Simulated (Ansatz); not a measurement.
**ScMnC4N4, before and after**

Recipe of this trial structure of ScMnC4N4: two interpenetrating cyanide-bridged diamond nets (P-43m, No. 215). The dimensions are guesses.

start.cif

```cif
data_structure
_symmetry_space_group_name_H-M 'P 1'
_symmetry_Int_Tables_number 1
_cell_length_a 6.0298
_cell_length_b 6.0298
_cell_length_c 6.0298
_cell_angle_alpha 90.000
_cell_angle_beta 90.000
_cell_angle_gamma 90.000
_cell_volume 219.24
loop_
_atom_site_label
_atom_site_type_symbol
_atom_site_fract_x
_atom_site_fract_y
_atom_site_fract_z
_atom_site_occupancy
Sc1 Sc 0.00000 0.00000 0.00000 1
Mn1 Mn 0.50000 0.50000 0.50000 1
C1 C 0.19360 0.19360 0.19360 1
C2 C 0.19360 0.80640 0.80640 1
C3 C 0.80640 0.19360 0.80640 1
C4 C 0.80640 0.80640 0.19360 1
N1 N 0.30563 0.30563 0.30563 1
N2 N 0.30563 0.69437 0.69437 1
N3 N 0.69437 0.30563 0.69437 1
N4 N 0.69437 0.69437 0.30563 1
```

These are results of DFT PBE, scalar-relativistic, plane waves, PAW (Ansatz), not measurements. Cutoff 420 eV, Gaussian smearing, Γ-centred meshes. Cell and atoms relax first on a coarse mesh and then on a finer one. In between, the cell is made exact in the group found at 0.06 Å. In metals the finer mesh still leaves noise of several meV/atom or more. The steps can't lower the symmetry of their start. Collinear spin, starting moments Mn 4.0 μB.

end.cif

```cif
data_structure
_symmetry_space_group_name_H-M 'P 1'
_symmetry_Int_Tables_number 1
_cell_length_a 6.2584
_cell_length_b 6.2584
_cell_length_c 6.2584
_cell_angle_alpha 90.000
_cell_angle_beta 90.000
_cell_angle_gamma 90.000
_cell_volume 245.12
loop_
_atom_site_label
_atom_site_type_symbol
_atom_site_fract_x
_atom_site_fract_y
_atom_site_fract_z
_atom_site_occupancy
Sc1 Sc 0.00000 0.00000 0.00000 1
Mn1 Mn 0.50000 0.50000 0.50000 1
C1 C 0.20739 0.20739 0.20739 1
C2 C 0.20739 0.79261 0.79261 1
C3 C 0.79261 0.20739 0.79261 1
C4 C 0.79261 0.79261 0.20739 1
N1 N 0.31569 0.31569 0.31569 1
N2 N 0.31569 0.68431 0.68431 1
N3 N 0.68431 0.31569 0.68431 1
N4 N 0.68431 0.68431 0.31569 1
```

The symmetry stays P-43m (No. 215). The volume per atom grows by 11.8 %, from 21.9 to 24.5 Å³. The shortest distance stays 1.17 Å (C–N). The energy falls by about 0.13 eV/atom (the start's value is from the coarse mesh).

```yaml
Volume_per_atom: 24.51 Å³
Density: 1.38 g/cm³
Energy_over_the_elements: +0.18 eV/atom
Gap_on_the_6×6×6_mesh_of_the_10-atom_cell: 0 eV (a metal)
Net_moment_per_atom: 0.40 μB
Moment_by_site: Sc -0.3; Mn 3.5 μB
```

The zero of energy is the elements' standard structures at the same level (N₂ as a molecule); no fitted shifts are applied. A positive value: parting into the elements would lower its energy.

The last run used collinear spin and Gaussian smearing of 0.10 eV. The reference form of C is held partly by dispersion forces, which this level lacks. Another magnetic order may lie lower. A structure relaxed within its symmetry needn't be a true minimum. In all, the 3 runs took 7 min on 1 thread of Arm Neoverse V2 (shared host).
